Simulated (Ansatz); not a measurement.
Tl2Au:
```
CELL_PARAMETERS angstrom
     -3.66931     3.66931     2.84839
      3.66931    -3.66931     2.84839
      3.66931     3.66931    -2.84839
ATOMIC_POSITIONS crystal
  Au 0.75000 0.75000 0.00000
  Au 0.25000 0.25000 0.00000
  Tl 0.15419 0.65419 0.80839
  Tl 0.65419 0.84581 0.50000
  Tl 0.84581 0.34581 0.19161
  Tl 0.34581 0.15419 0.50000
```

Relaxed with r²SCAN.

### Question
Map the valence electron density (e/Å³), cut off at 2 on the plane through (0.750, 0.750, 0.000) spanned by u = [0, 0, 1] and v = [1, -1, 0] in lattice vectors, from DFT-r²SCAN in the program Ansatz with PAW potentials.

### Answer
x is the fraction of u, y of v (the angle between them is 90°; rows are the nearest grid lines); atoms in the plane: Au at (0.00, 0.00), Au at (0.00, 0.50), Tl at (0.50, 0.90), Tl at (0.50, 0.60).
```
|9999941000011233321100001499999|
|9999521001248999998421001259999|
|9974210001369999999631000124799|
|1100000001269999999621000000011|
|0000000000013466643100000000000|
|0000000000000000000000000000000|
|0000000000000000000000000000000|
|0000000000001122211000000000000|
|0000000000136999996310000000000|
|3221100001379999999731000011223|
|9974210001369999999631000124799|
|9999931000124689864210001399999|
|9999931000000001000000001399999|
|9974210000000000000000000124799|
|3221100000000000000000000011223|
|0000000000000000000000000000000|
|0000123443321000001233443210000|
|0001235787532100012357875321000|
|0001135666431100011346665311000|
|0000011221110000000111221100000|
|1100000000000000000000000000011|
|9974210000000000000000000124799|
|9999521000000000000000001259999|
|9999941000011233321100001499999|
```
Scale: ten equal steps from 0.041 (start of '0') to 2.00 (end of '9'), in the order '0123456789'; x runs from 0.000 to 1.00, y from 0.000 (bottom) to 1.00 (top).

The density is the valence pseudo-density with augmentation charge, so density and ELF within about 1 Å of a nucleus are not all-electron values.

Space group I4/mcm. The workflow started from an entry of the Crystallography Open Database (COD). Its standing as an ambient phase is unchecked. The r²SCAN relaxation kept the symmetry of its start; its stability against distortions is not shown here. Spin–orbit coupling is left out wherever it is not named.

Potentials: the later of the program's two PAW sets.
